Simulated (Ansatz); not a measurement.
A plane-wave DFT run in Ansatz 0.2.0 (scalar-relativistic PAW potentials unless the input names others): input and command.

```yaml
crystal:
  lattice:
    - [0.0, 2.8016907859, 2.8016907859]
    - [2.8016907859, 0.0, 2.8016907859]
    - [2.8016907859, 2.8016907859, 0.0]
  atoms:
    - { symbol: Ga, position: [0.0, 0.0, 0.0] }
    - { symbol: As, position: [0.75, 0.75, 0.75] }
basis:
  ecutwfc: 420
kpoints:
  mp_grid: { grid: [10, 10, 10] }
hamiltonian:
  xc: lda
scf:
  occupations: { method: gaussian, width: 0.02 }
  algorithm: direct_min
output:
  forces: true
  eigenvalues: true
  stress: true
```

```bash
ansatz run input.yaml --threads 4 --pin off --max-ram 8192MiB --backend cpu --events-out ev --progress --plain --runs-dir out
```

Abridged log:
```
Basis set: ecut = 420 eV, 869 PW (Γ)
Bands: 18, of which v1, the nominal top of the filled ones, is band 14 counted from 1 (13 counted from 0)
Symmetry: 24 space group operations
k-points: 47 of 1000 (time reversal used)
SCF iter   1: F=—  HF=-8481.298785 eV  |F-HF|=—  |Δ(HF+E_count)|=         —  Δρ=5.45e-3  dr2=7.64e-3  ethr=1.77e-3  ⟨swp⟩=6.3  Hψ=3593  notcnv=0
SCF iter   2: F=—  HF=-8481.297520 eV  |F-HF|=—  |Δ(HF+E_count)|=   1.27e-3  Δρ=1.37e-3  dr2=5.60e-4  ethr=2.01e-6  ⟨swp⟩=2.0  Hψ=4052  notcnv=0
SCF iter   3: F=—  HF=-8481.296557 eV  |F-HF|=—  |Δ(HF+E_count)|=   9.63e-4  Δρ=3.60e-4  dr2=3.70e-5  ethr=2.00e-6  ⟨swp⟩=3.3  Hψ=2175  notcnv=0  defer=1
SCF iter   4: F=—  HF=-8481.296535 eV  |F-HF|=—  |Δ(HF+E_count)|=   2.19e-5  Δρ=2.69e-5  dr2=5.55e-7  ethr=1.32e-7  ⟨swp⟩=2.8  Hψ=1574  notcnv=0
SCF iter   5: F=-8481.296535 eV  HF=-8481.296535 eV  |F-HF|=2.49e-8  |Δ(HF+E_count)|=   1.16e-7  Δρ=4.26e-6  dr2=3.83e-9  ethr=1.98e-9  ⟨swp⟩=4.0  Hψ=2209  notcnv=0
SCF 1 converged in 5 iterations: F = -8481.296535 eV  dr2 = 3.83e-9
  Residual-converged pass: ⟨swp⟩=3.2  Hψ=2106  notcnv=0  max |occ|·‖R‖ = 6.7e-6 eV (tolerance 6.7e-6 eV) dr2=3.69e-9  dr2_onsite=2.78e-8  max |Δocc| = 3.0e-70
SCF converged after 5 iterations
Stability not checked: this state was not tested for a lower state beside it, because a direct minimisation reached the state, and no test of it is asked (direct_minimisation; see scf.lower_state_search)
Free energy (F): -8481.296535 eV
Harris-Foulkes:  -8481.296535 eV  (|F-HF|=2.49e-8)
Internal energy: -8481.296535 eV  (E = F + TS)
E sigma→0 (E₀):  -8481.296535 eV
Fermi energy:    8.481933 eV
--- Forces (eV/Å), atoms counted from 1 ---
  atom   1  Ga     0.00000000     0.00000000     0.00000000
  atom   2  As     0.00000000     0.00000000     0.00000000
--- Stress (GPa, compression-positive) ---
       -0.015103       0.000000       0.000000
        0.000000      -0.015103       0.000000
        0.000000       0.000000      -0.015103
  P = ⅓ Tr σ = -0.0151 GPa (-0.151 kbar)
```

Apart from outputs, empty bands and the relaxation, which only the reference makes, the input differs from a reference run on usual settings in kpoints.mp_grid.grid: [12, 12, 12] → [10, 10, 10]; scf.algorithm: not typed → "direct_min". The reference, at the same geometry, ended its own course with pressure -0.01 GPa, largest force 0.000 eV/Å, gap on the mesh 0.49 eV. This run converged in 5 SCF iterations with an energy at zero smearing 0.51 meV/atom above the reference's, pressure -0.02 GPa, largest force 0.000 eV/Å, gap on the mesh 0.49 eV. Its k mesh is looser than usual, yet energy, pressure and forces hardly moved.

It took 3 s on 4 threads of Intel(R) Xeon(R) Processor @ 2.70GHz, with other jobs on the host, peak memory 0.41 GiB.